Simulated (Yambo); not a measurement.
G0W0@PBEsol for Mg2VN3 (space group Cmc2_1, No. 36) in Yambo. Reference settings: 2×2×2 Γ-centred k mesh, bands 17 to 288 and a 8 Ry block in the screening, 288 bands in G with the Bruneval-Gonze terminator, plasmon pole fitted at 27.2 eV. The PBEsol gap (0, 0, -0.5) → (-0.5, -0.5, 0) on this mesh is 1.88 eV; G0W0 gaps are taken between the same points.

| change from the reference | G0W0 gap (0, 0, -0.5) → (-0.5, -0.5, 0) (eV) | shift of the valence edge (eV) |
|---|---|---|
| reference settings | 3.26 | -0.27 |
| 120 bands in W, 120 bands in G | … | -0.06 |
| 7 Ry block | 3.26 | -0.23 |
| 192 bands in G | 3.24 | -0.26 |
| pole fitted at 55 eV | 3.31 | -0.37 |
| 3 Ry block | … | 0.04 |
| 192 bands in W, 192 bands in G | 3.23 | -0.19 |
| no random integration | 3.21 | -0.03 |

Q: Estimate the withheld gaps from the other rows; the computed values follow.

A: 
- 120 bands in W, 120 bands in G, G0W0 gap (0, 0, -0.5) → (-0.5, -0.5, 0) (eV): 3.20
- 3 Ry block, G0W0 gap (0, 0, -0.5) → (-0.5, -0.5, 0) (eV): 3.48

The reference isn't shown to be the converged limit.

Geometry of the Materials Project entry, not relaxed at this level; primitive cell a = 5.725 Å, b = 5.725 Å, c = 5.043 Å, α = 90.00°, β = 90.00°, γ = 60.87°.

The structure is a Materials Project entry; no match was found in the copy of COD used, and its stability was not checked.

The runs are not spin-polarised; magnetic order was not tried.

A shift is the quasiparticle energy of the state minus its PBEsol energy.
